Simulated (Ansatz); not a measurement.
Single point in Ansatz 0.2.0 with r2SCAN, no spin polarisation. Cutoff 500 eV, PAW datasets, 7×7×4 Γ-centred k mesh, gaussian filling (width 0.2896 eV).

Computed maps in the lattice plane spanned by a (left to right, 4.84 Å, 15 points from zero) and b (bottom to top, 4.84 Å, 15 points from zero), 90° apart, at height 0.000 along c. The fields are smooth PAW ones with compensation charges, not the true ones near nuclei.

Valence density. Digits on a logarithmic scale: 0 up to 0.03 e/Å³, each further digit a factor of 1.6, 9 from 1.3 e/Å³ up:
```
999754444445799
998654444445689
776544455444567
555445666654455
444456899865444
444468999986444
444569999996544
444569999996544
444468999986444
444456899865444
555445666654455
776544455444567
998654444445689
999754444445799
999754444445799
```

ELF. Ten even steps from '0' (0.00) to '9' (0.40):
```
018983222238981
689984222248998
999986666668999
888889999998888
334699999999643
222699722799622
322699200299622
322699200299622
222699722799622
334699999999643
888889999998888
999986666668999
689984222248998
018983222238981
006983233238960
```

Q: The cell is BaGePb. Which atoms lie within 0.2 Å of this plane, and where (fractions of a and b)?

A: Pb at (0.00, 0.00), Pb at (0.50, 0.50). The whole cell:
```yaml
crystal:
  lattice:
    - [4.83845, 0.00000, 0.00000]
    - [0.00000, 4.83845, 0.00000]
    - [0.00000, 0.00000, 8.46077]
  atoms:
    - { symbol: Pb, position: [0.00000, 0.00000, 0.00000] }
    - { symbol: Pb, position: [0.50000, 0.50000, 0.00000] }
    - { symbol: Ba, position: [0.00000, 0.50000, 0.16800] }
    - { symbol: Ba, position: [0.50000, 0.00000, 0.83200] }
    - { symbol: Ge, position: [0.00000, 0.50000, 0.68800] }
    - { symbol: Ge, position: [0.50000, 0.00000, 0.31200] }
```

Origin: a known structure type with other elements, at an estimated volume, so it need not be a known compound. Caveats: atoms or cell far from equilibrium; wide smearing.
